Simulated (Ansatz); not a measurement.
HgS:
```xyz
2
Lattice="0.0000 2.7262 2.7262 2.7262 0.0000 2.7262 2.7262 2.7262 0.0000" Properties=species:S:1:pos:R:3 pbc="T T T"
Hg     0.0000     0.0000     0.0000
S      2.7262     2.7262     2.7262
```

Relaxed with PBEsol. Special points in fractions of this cell's reciprocal vectors: Γ (0.000, 0.000, 0.000); X (0.500, 0.000, 0.500); U (0.625, 0.250, 0.625); K (0.375, 0.375, 0.750); L (0.500, 0.500, 0.500); W (0.500, 0.250, 0.750).

Problem. List the band energies nearest the Fermi level at these points for plane-wave PAW PBEsol (Ansatz code).

Solution. In eV from the Fermi level; about four levels below and three above (degenerate sets whole), none deeper than 8.9 eV; … stands for higher levels left out; points with the same levels are listed once.

```
k                          below           above
-  -----------------------------  --------------
Γ        -1.45 -1.45 -1.45 -0.75               …
X        -4.92 -2.82 -2.82 -1.82     6.47 9.20 …
U        -5.71 -4.38 -4.03 -1.69  0.78 6.27 8.02
L  -7.14 -7.14 -6.07 -6.07 -5.09  0.17 0.17 2.86
W        -5.44 -3.92 -3.63 -3.63     2.32 6.27 …
```

Space group Fm-3m (rock salt). The workflow started from a Materials Project entry (that database holds measured and hypothetical structures alike); the Crystallography Open Database copy checked does not list it. COD files the formula under space group No. 152, 154, 166, 216, so this cell is another polymorph or a model. Its standing as an ambient phase is unchecked. Symmetry was held in the PBEsol relaxation; whether a distortion lowers the energy is not shown. Scalar-relativistic: spin–orbit coupling is off unless named, which matters more the heavier the elements.

Potentials: the later of the program's two PAW sets.
